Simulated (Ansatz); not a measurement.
**AlN at 4 GPa: from Born charge to LO–TO splitting and polaron coupling**

Method: DFT LDA, scalar-relativistic, plane waves, PAW in Ansatz 0.2.0. Plane waves to 420 eV; Γ-centred k mesh 10×10×10; fixed occupations. No spin polarisation. Phonons by linear response, acoustic sum rule imposed.

The cell, relaxed at 4 GPa:
```
Al N
1.0
     0.00000    2.15789    2.15789
     2.15789    0.00000    2.15789
     2.15789    2.15789    0.00000
Al N
1 1
Direct
  0.00000 0.00000 0.00000
  0.75000 0.75000 0.75000
```

Linear response gives ν_TO = 681.8 cm⁻¹, Born charges ±2.543 e (positive on Al) and ε∞ = 4.509. The primitive cell holds 20.096 Å³, and the masses are 26.982 and 14.007 amu.

Q: Find ν_LO and the static dielectric constant.

A: The long-wave field adds a restoring force: ω_LO² − ω_TO² = Z*²e²/(ε_vac ε∞ μV). In these units ν_LO² − ν_TO² = 4.92064×10⁷ Z*²/(μ V ε∞) cm⁻², with μ = m₁m₂/(m₁ + m₂) = 9.220 amu: 380855 cm⁻². So ν_LO = √(681.8² + 380855) = 919.6 cm⁻¹, and the run gives 919.6. Lyddane–Sachs–Teller then gives ε0 = ε∞ (ν_LO/ν_TO)² = 8.20, against 8.20 in the run (it forms both from the same three quantities, so the match checks the arithmetic only). Between ν_TO and ν_LO the dielectric function is negative and an undamped crystal reflects fully: a reststrahlen band from 10.9 to 14.7 μm.

Q: What do the Clausius–Mossotti polarisability and the Szigeti charge come to?

A: With the Lorentz local field, α = (3V/4π)(ε∞ − 1)/(ε∞ + 2) = 2.59 Å³ for the pair, and e_S = 3Z*/(ε∞ + 2) = 1.17 e. The Born charge includes the electrons' response to the dipole's own local field, and e_S takes that enhancement out. The Lorentz field assumes point-like polarisable ions, a poor picture once ε∞ is this large, since the electron clouds then overlap or are shared, so both numbers are formal here.

Q: How strongly does a slow electron couple to the LO mode?

A: For one isotropic parabolic band, Fröhlich's constant is α_F = (1/ε∞ − 1/ε0) √(m* Ry/ħω_LO), with Ry = 13.606 eV, ħω_LO = 114.0 meV and m* in free-electron masses: α_F = 0.0999 × 10.92 × √m* = 1.09 √m*. The band mass isn't part of this run; for m* = 0.1, 0.3 and 1 it gives 0.35, 0.60, 1.09. In weak coupling the polaron lies α_F ħω_LO below the band edge (68 meV at m* = 0.3) with a mass m*(1 + α_F/6); past α_F of about 5 or 6 that expansion fails. A semilocal functional's ε∞ tends to be too large, which taken alone lowers α_F.

This zinc-blende form isn't the usual stable structure of the compound at low pressure.

Cost: 1 run of about 0.27 core-minutes, on Intel Xeon Platinum 8488C (Sapphire Rapids) (shared hosts).